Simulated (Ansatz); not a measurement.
Relaxed-ion elastic tensor of CsSnBr₃ (cubic perovskite, space group No. 221) in GPa (Voigt order), PBEsol (plane waves, PAW; program Ansatz); density 4.29 g/cm³, 38.08 Å³ per atom.

|  | 1 | 2 | 3 | 4 | 5 | 6 |
|---|---|---|---|---|---|---|
| 1 | 53.4 | 7.2 | 7.2 | 0.0 | 0.0 | 0.0 |
| 2 | 7.2 | 53.4 | 7.2 | 0.0 | 0.0 | 0.0 |
| 3 | 7.2 | 7.2 | 53.4 | 0.0 | 0.0 | 0.0 |
| 4 | 0.0 | 0.0 | 0.0 | 4.9 | 0.0 | 0.0 |
| 5 | 0.0 | 0.0 | 0.0 | 0.0 | 4.9 | 0.0 |
| 6 | 0.0 | 0.0 | 0.0 | 0.0 | 0.0 | 4.9 |

Q: Is the crystal mechanically stable?

A: Yes: the smallest eigenvalue of C is 4.9 GPa.

Q: Work out the Voigt, Reuss and Hill averages.

A: K_V = 22.6, K_R = 22.6, K_H = 22.6; G_V = 12.2, G_R = 7.2, G_H = 9.7 GPa.

Q: Give Young's modulus, Poisson's ratio, Pugh's ratio and the universal anisotropy index.

A: E = 9KG/(3K + G) = 25.4 GPa; ν = 0.31; K/G = 2.34 (ductile by the Pugh limit of 1.75); A_U = 5G_V/G_R + K_V/K_R − 6 = 3.50.

Q: Estimate the sound speeds and the Debye temperature.

A: v_l = √((K + 4G/3)/ρ) = 2880 m/s, v_t = √(G/ρ) = 1500 m/s, mean 1680 m/s; Θ = (h/k)(3n/4πV)^(1/3) v_m = 149 K.

Q: Give the Zener ratio and Young's modulus along [100], [110] and [111].

A: A = 2C44/(C11 − C12) = 0.21; 1/E = S11 − 2(S11 − S12 − S44/2)Γ with Γ = 0, 1/4, 1/3 gives 51.7, 16.8, 13.7 GPa.

Space group Pm-3m (cubic perovskite). The PBEsol relaxation kept the symmetry of its start. As this level gives no gap, shear constants depend on the k-mesh and smearing (Fermi–Dirac, 0.1 eV here). Scalar-relativistic: spin–orbit coupling is off unless named, which matters more the heavier the elements.

Potentials: the later of the program's two PAW sets.
